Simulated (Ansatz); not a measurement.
NaHO:
```yaml
crystal:
  lattice:
    - [3.49247, 0.00000, 0.00000]
    - [0.00000, 3.39321, 0.00000]
    - [-1.41694, 0.00000, 4.89512]
  atoms:
    - { symbol: Na, position: [0.16581, 0.79659, 0.29926] }
    - { symbol: Na, position: [0.83419, 0.29659, 0.70074] }
    - { symbol: H, position: [0.46044, 0.93726, 0.93330] }
    - { symbol: H, position: [0.53956, 0.43726, 0.06670] }
    - { symbol: O, position: [0.34406, 0.76610, 0.77324] }
    - { symbol: O, position: [0.65594, 0.26610, 0.22676] }
```

Relaxed with PBEsol. Special points in fractions of this cell's reciprocal vectors: Γ (0.000, 0.000, 0.000); Z (0.000, 0.500, 0.000); D (0.000, 0.500, 0.500); B (0.000, 0.000, 0.500); A (-0.500, 0.000, 0.500); E (-0.500, 0.500, 0.500); C2 (-0.500, 0.500, 0.000); Y2 (-0.500, 0.000, 0.000).

Q: List the band energies nearest the valence-band maximum at these points for the program Ansatz at the PBEsol level (PAW).

A: In eV from the valence-band maximum; about four levels below and three above (degenerate sets whole), none deeper than 8.9 eV; points with the same levels are listed once.

```tsv
k	below	above
Γ	-0.52 -0.37 -0.36 -0.13	3.63 9.37 9.59
Z	-1.30 -1.30 -0.30 -0.30	7.63 7.63 9.95 9.95
D	-0.86 -0.86 -0.29 -0.29	7.30 7.30 9.66 9.66
B	-0.95 -0.61 -0.43 0.00	5.52 6.61 10.14
A	-2.27 -0.84 -0.42 -0.31	7.00 7.82 8.72
E	-1.24 -1.24 -0.87 -0.87	9.09 9.09 9.71 9.71
C2	-1.19 -1.19 -0.76 -0.76	8.73 8.73 9.37 9.37
Y2	-1.99 -1.17 -0.55 -0.32	7.17 7.95 9.13
```

Space group P2_1. The workflow started from a Materials Project entry (that database holds measured and hypothetical structures alike); the Crystallography Open Database copy checked does not list it. COD files the formula under space group No. 11. Its standing as an ambient phase is unchecked. The PBEsol relaxation kept the symmetry of its start; whether a distortion lowers the energy is not shown.

Potentials: the later of the program's two PAW sets.
